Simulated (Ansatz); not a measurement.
## BeB12: computed properties

Theory: DFT PBE, scalar-relativistic, plane waves, PAW (Ansatz 0.2.0).

Plane waves to 420 eV, a k mesh through Γ of 8×8×8 on the computed 13-atom cell and Gaussian smearing (0.10 eV); no spin polarisation.

The structure is relaxed at this level of theory with its symmetry kept, and needn't be the ground state of this composition.

```
CELL_PARAMETERS angstrom
4.91913 0.00000 0.00000
0.00000 4.91913 0.00000
0.00000 0.00000 4.91913
ATOMIC_POSITIONS crystal
Be 0.50000 0.50000 0.50000
B 0.24933 0.50000 0.00000
B 0.75067 0.50000 0.00000
B 0.00000 0.24933 0.50000
B 0.00000 0.75067 0.50000
B 0.50000 0.00000 0.24933
B 0.50000 0.00000 0.75067
B 0.50000 0.24933 0.00000
B 0.50000 0.75067 0.00000
B 0.24933 0.00000 0.50000
B 0.75067 0.00000 0.50000
B 0.00000 0.50000 0.75067
B 0.00000 0.50000 0.24933
```

| Quantity | Value |
| --- | --- |
| Space group | Pm-3m (No. 221) |
| Volume per atom | 9.16 Å³ |
| Formation energy from the elements' standard states (uncorrected) | +1.026 eV/atom |
| Kohn–Sham band gap | none (metal) |
| Density of states at the Fermi level | 6.2 states/eV per cell |
| Orbital (Löwdin) character within 0.5 eV of the Fermi level | B 2p 91 % |

Another cell of BeB12 relaxed alike, in Fm-3m, lies 0.78 eV/atom lower, so this cell isn't the stable form at this level.

The cell was found from a structure generator's guess, not taken from experiment. Löwdin shares on free-atom orbitals overweight diffuse shells.
